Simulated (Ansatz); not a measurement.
LaTiO3:
```cif
data_LaO3Ti
_chemical_formula_sum 'O3 Ti1 La1'
_space_group_name_H-M_alt 'Pm-3m'
_space_group_IT_number 221
_space_group_name_Hall '-P 4 2 3'
_cell_length_a 3.93301
_cell_length_b 3.93301
_cell_length_c 3.93301
_cell_angle_alpha 90.000
_cell_angle_beta 90.000
_cell_angle_gamma 90.000
loop_
_atom_site_label
_atom_site_type_symbol
_atom_site_symmetry_multiplicity
_atom_site_Wyckoff_symbol
_atom_site_fract_x
_atom_site_fract_y
_atom_site_fract_z
_atom_site_occupancy
O1 O 3 c 0.00000 0.50000 0.50000 1
Ti1 Ti 1 b 0.50000 0.50000 0.50000 1
La1 La 1 a 0.00000 0.00000 0.00000 1
```

Relaxed with r²SCAN.

Tabulate the valence density and the electron localisation function along the shortest O–Ti contact (1.97 Å), plane-wave PAW r²SCAN (Ansatz code).



| distance from O (Å) | density (e/Å³) | ELF |
|---|---|---|
| 0.20 | 6.94 | 0.43 |
| 0.29 | 6.00 | 0.61 |
| 0.39 | 4.70 | 0.74 |
| 0.49 | 3.34 | 0.81 |
| 0.59 | 2.21 | 0.83 |
| 0.69 | 1.45 | 0.79 |
| 0.79 | 1.00 | 0.64 |
| 0.88 | 0.75 | 0.35 |
| 0.98 | 0.65 | 0.16 |
| 1.08 | 0.76 | 0.16 |
| 1.18 | 1.20 | 0.29 |
| 1.28 | 2.17 | 0.49 |
| 1.38 | 3.67 | 0.61 |
| 1.47 | 5.51 | 0.61 |
| 1.57 | 7.34 | 0.49 |
| 1.67 | 8.77 | 0.27 |
| 1.77 | 9.63 | 0.09 |

The density is the valence pseudo-density with augmentation charge, so density and ELF within about 1 Å of a nucleus are not all-electron values.

The workflow started from an entry of the Crystallography Open Database (COD), which files this formula under 2 space groups. Its standing as an ambient phase is unchecked. The r²SCAN relaxation kept the symmetry of its start; its stability against distortions is not shown here. No spin polarisation was allowed. Scalar-relativistic: spin–orbit coupling is off unless named, which matters more the heavier the elements.

Potentials: the later of the program's two PAW sets.
